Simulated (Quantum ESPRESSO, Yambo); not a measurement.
InP (zinc blende, space group F-43m, No. 216) under isotropic strain (on all lattice vectors), counted from the cell relaxed with PBEsol, atoms relaxed at each step. PBE (stringent potentials; pw.x of Quantum ESPRESSO, ONCV potentials, without SOC); G0W0 in Yambo (4×4×4 Γ-centred k mesh, bands 5 to 225 and a 15 Ry block in the screening, 225 bands in G with the Bruneval-Gonze terminator, plasmon pole fitted at 27.2 eV).

```json
[
 {"strain s (%)": "-3", "PBE direct gap at Γ (eV)": "1.149", "G0W0 direct gap at Γ (eV)": "1.934"},
 {"strain s (%)": "-2", "PBE direct gap at Γ (eV)": "0.984", "G0W0 direct gap at Γ (eV)": "1.750"},
 {"strain s (%)": "-1", "PBE direct gap at Γ (eV)": "0.818", "G0W0 direct gap at Γ (eV)": "1.555"},
 {"strain s (%)": "-0.5", "PBE direct gap at Γ (eV)": "0.736", "G0W0 direct gap at Γ (eV)": "1.461"},
 {"strain s (%)": "0", "PBE direct gap at Γ (eV)": "?", "G0W0 direct gap at Γ (eV)": "?"},
 {"strain s (%)": "+0.5", "PBE direct gap at Γ (eV)": "0.572", "G0W0 direct gap at Γ (eV)": "1.272"},
 {"strain s (%)": "+1", "PBE direct gap at Γ (eV)": "0.490", "G0W0 direct gap at Γ (eV)": "1.177"}
]
```

Question: Fit a parabola in s to each column by least squares and predict the withheld row.

Answer: PBE: E = 0.654 − 0.1642 s + 0.0003 s² (largest residual 0 meV), giving 0.654 eV at s = +0; the run gave 0.654 eV, a miss of 0 meV. G0W0: E = 1.367 − 0.1902 s − 0.0002 s² (largest residual 4 meV), giving 1.367 eV at s = +0; the run gave 1.366 eV, a miss of 1 meV. The GW settings are held fixed; their convergence isn't established. Spin-orbit splittings are left out.
